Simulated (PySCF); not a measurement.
PySCF single point, B3LYP/def2-SVP, density fitting, vacuum, on diarsenic, As2 (SMILES [As]#[As]), charge 0, multiplicity 1.

```python
from pyscf import gto, scf, dft
mol = gto.M(atom='''
As     1.046500    -0.020100     0.010500
As    -1.046500     0.020100    -0.010500
''', basis='def2-SVP', charge=0, spin=0, verbose=3)
mf = dft.RKS(mol, xc='B3LYP')
mf = mf.density_fit()
mf.max_cycle = 100
e = mf.kernel()
print('converged', mf.converged)
print('E_total', e)
print('nao', mol.nao)
print('HOMO', mf.mo_energy[mf.mo_occ > 0].max())
mf.dip_moment()
```

It prints:

```
converged SCF energy = -4471.29218550245
converged True
E_total -4471.292185502452
nao 64
HOMO -0.2621692761239884
Dipole moment(X, Y, Z, Debye):  0.00000, -0.00000,  0.00000
```

The total energy is -121670.06 eV.
